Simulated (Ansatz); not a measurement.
One crystal and one scan (scan of one atom of the cell) at two levels, r2SCAN (plane waves to 500 eV, PAW, scalar-relativistic; Ansatz, a program for electronic structure) and PBE (plane waves to 420 eV, PAW, scalar-relativistic; Ansatz), each from its own relaxed cell and on its own mesh. The cell shown is that of r2SCAN.

Starting cell, BAs (zinc blende):

```yaml
crystal:
  lattice:
    - [0.00000, 2.39195, 2.39195]
    - [2.39195, 0.00000, 2.39195]
    - [2.39195, 2.39195, 0.00000]
  atoms:
    - { symbol: As, position: [0.75000, 0.75000, 0.75000] }
    - { symbol: B, position: [0.00000, 0.00000, 0.00000] }
```

In each cell atom 1 (As, nearest neighbour B at 2.071 Å; its periodic images, 3.4 Å or more away, move with it) moves by s·(0.707, 0.707, 0.000) (along Cartesian [110]), the rest being held.

Energies are smeared free energies. BAs was relaxed with its symmetry unable to fall. As the smearing reaches across the gap at some points, energies and forces of such displacements shift with the k mesh and the smearing. Percentages come from the unrounded values.

Results of r2SCAN:

| Property | Value |
|---|---|
| Lattice constant a (Å) | 4.784 |
| Band gap of the relaxed cell, no spin-orbit coupling (eV) | 1.38 |
| Force constant k = d²E/ds² at s = 0 (finite differences) (eV/Å²) | 16.92 |
| Shape of the curve | a single well with its minimum at or next to zero displacement |

### Question
Estimate the PBE values.

### Answer
```json
[
 {"quantity": "Lattice constant a (Å)", "PBE": "4.809", "r2SCAN − PBE": "-0.025 (-0.5 %)"},
 {"quantity": "Band gap of the relaxed cell, no spin-orbit coupling (eV)", "PBE": "1.21", "r2SCAN − PBE": "+0.17 (+14 %)"},
 {"quantity": "Force constant k = d²E/ds² at s = 0 (finite differences) (eV/Å²)", "PBE": "15.98", "r2SCAN − PBE": "+0.94 (+5.9 %)"}
]
```

r2SCAN gives the higher value for: band gap of the relaxed cell, no spin-orbit coupling; force constant k = d²E/ds² at s = 0. r2SCAN gives the lower value for: lattice constant a. Both give the same shape of the curve: a single well with its minimum at or next to zero displacement.

(A displaced cell: forces are minus the slopes of the energy, force constants its curvatures, and phonons follow from these.)
